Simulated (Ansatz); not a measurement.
Sn:
```yaml
crystal:
  lattice:
    - [-4.05133, 4.05133, 4.05133]
    - [4.05133, -4.05133, 4.05133]
    - [4.05133, 4.05133, -4.05133]
  atoms:
    - { symbol: Sn, position: [0.50000, 0.75000, 0.25000] }
    - { symbol: Sn, position: [0.25000, 0.50000, 0.75000] }
    - { symbol: Sn, position: [0.75000, 0.50000, 0.25000] }
    - { symbol: Sn, position: [0.50000, 0.25000, 0.75000] }
    - { symbol: Sn, position: [0.25000, 0.75000, 0.50000] }
    - { symbol: Sn, position: [0.75000, 0.25000, 0.50000] }
```

Relaxed with r²SCAN. Special points in fractions of this cell's reciprocal vectors: Γ (0.000, 0.000, 0.000); H (0.500, -0.500, 0.500); N (0.000, 0.000, 0.500); P (0.250, 0.250, 0.250).

Q: List the band energies nearest the Fermi level at these points for DFT-r²SCAN in the program Ansatz with PAW potentials.

A: In eV from the Fermi level; about four levels below and three above (degenerate sets whole), none deeper than 8.9 eV; points with the same levels are listed once.

```
k                                below                     above
-  -----------------------------------  ------------------------
Γ  -2.24 -2.24 -2.24 -1.79 -1.79 -1.79  1.33 1.33 2.19 2.19 2.19
H              -0.79 -0.13 -0.13 -0.13            0.24 0.24 0.24
N              -2.79 -1.69 -1.20 -0.76            0.93 1.43 2.16
P        -2.31 -2.31 -2.31 -1.57 -1.57            1.99 1.99 1.99
```

Space group Im-3m. The start of the workflow was typed in or built on a structure type; the Crystallography Open Database copy checked does not list it. It is not the phase usual at ambient conditions (space group No. 141). Symmetry was held in the r²SCAN relaxation; whether a distortion lowers the energy is not shown. The volume moved by 33 % from the start of the relaxation. The Fermi level of a semimetal is unsure by some 0.05 eV on such meshes. Spin–orbit coupling is left out wherever it is not named.

Potentials: the earlier of the program's two PAW sets.
